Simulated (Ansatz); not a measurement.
Ta$_{3}$CoS$_{6}$ in space group P6_322 (No. 182; Ta on 2a, Ta on 4f, Co on 2c, S on 12i), DFT-PBE in the program Ansatz with PAW potentials, all energies at zero smearing, with the estimated change up to a 700 eV cutoff added, with one set of potentials and settings (totals compare only within such a set). Cell of 20 atoms (6 Ta, 2 Co, 12 S): -80690.483 eV.

```tsv
element	reference phase	E (eV/atom)
Ta	Im-3m, 1 atoms in the cell	-9932.2522
Co	P6_3/mmc, 2 atoms in the cell, spin-polarised	-5126.1559
S	Fddd, 32 atoms in the cell	-902.0599
```

Formation energy per atom, worked out: (-80690.483 − 6×(-9932.2522) − 2×(-5126.1559) − 12×(-902.0599))/20 = -0.997 eV/atom (-96 kJ per mol of atoms), at 0 K, without zero-point energy or fitted corrections.

The workflow started from a Materials Project entry (that database holds measured and hypothetical structures alike); the Crystallography Open Database copy checked does not list it. Its standing as an ambient phase is unchecked. Symmetry was held in the PBE relaxation; its stability against distortions is not shown here. The final state is ferromagnetic, chosen from 2 collinear starts compared on coarse meshes (ties went to the first, and starts can fall back to one state), not a proven ground state. No Hubbard U is applied. The references are the lowest solids computed at this level, not always the standard phases. Scalar-relativistic: spin–orbit coupling is off unless named, which matters more the heavier the elements.

Potentials: the later of the program's two PAW sets.
